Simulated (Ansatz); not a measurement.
NbN:
```
CELL_PARAMETERS angstrom
      0.00000     2.21077     2.21077
      2.21077     0.00000     2.21077
      2.21077     2.21077     0.00000
ATOMIC_POSITIONS crystal
  N  0.00000 0.00000 0.00000
  Nb 0.50000 0.50000 0.50000
```

Relaxed with PBE. Special points in fractions of this cell's reciprocal vectors: Γ (0.000, 0.000, 0.000); X (0.500, 0.000, 0.500); U (0.625, 0.250, 0.625); K (0.375, 0.375, 0.750); L (0.500, 0.500, 0.500); W (0.500, 0.250, 0.750).

Question: List the band energies nearest the Fermi level at these points for plane-wave PAW PBE (Ansatz code).

Answer: In eV from the Fermi level; about four levels below and three above (degenerate sets whole), none deeper than 8.9 eV; … stands for higher levels left out; points with the same levels are listed once.

| k | below | above |
|---|---|---|
| Γ | -3.29 -3.29 -3.29 -1.97 -1.97 -1.97 | … |
| X | -5.71 -4.93 -3.96 -3.96 | 1.55 2.70 2.70 |
| U | -6.72 -5.93 -5.56 -1.87 | 1.93 2.10 3.92 |
| L | -6.94 -6.94 | 1.42 1.42 1.92 |
| W | -5.96 -5.96 -0.11 -0.11 | 2.71 3.30 … |

Space group Fm-3m (rock salt). The cell was relaxed with PBE under the symmetry of its start. No spin polarisation was allowed. Scalar-relativistic: spin–orbit coupling is off unless named, which matters more the heavier the elements.

Potentials: the later of the program's two PAW sets.
